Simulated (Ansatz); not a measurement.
One starting cell of CdSe (a generated trial cell of CdSe in the wurtzite structure type) was relaxed twice with Ansatz (plane waves, PAW, scalar-relativistic): with r2SCAN at 500 eV and with PBE at 420 eV. The r2SCAN result:

```
CdSe
1.0
    4.33966     0.00000     0.00000
   -2.16983     3.75825     0.00000
    0.00000     0.00000     7.07826
Cd Se
2 2
Direct
  0.66667   0.33333   0.00054
  0.33333   0.66667   0.50054
  0.66667   0.33333   0.62466
  0.33333   0.66667   0.12466
```

```tsv
quantity	r2SCAN	PBE
space group	P6₃mc	P6₃mc
volume (Å³/atom)	28.86	(withheld)
a (Å)	4.340	(withheld)
c (Å)	7.078	(withheld)
gap (eV, no spin-orbit coupling)	1.10	(withheld)
pressure at 130 % of the level's own volume (GPa)	-7.4	(withheld)
```

### Question
Fill in the PBE column.

### Answer

- volume (Å³/atom), PBE: 29.77
- a (Å), PBE: 4.384
- c (Å), PBE: 7.154
- gap (eV, no spin-orbit coupling), PBE: 0.54
- pressure at 130 % of the level's own volume (GPa), PBE: -6.3

Both levels end in the same structure; PBE's volume is 3.1 % larger; its gap is 0.56 eV smaller. Neither column is exact.

No spin polarisation in the result.

The run could not lose the symmetry of its start.

Ansatz is a quantum-chemistry and plane-wave program.
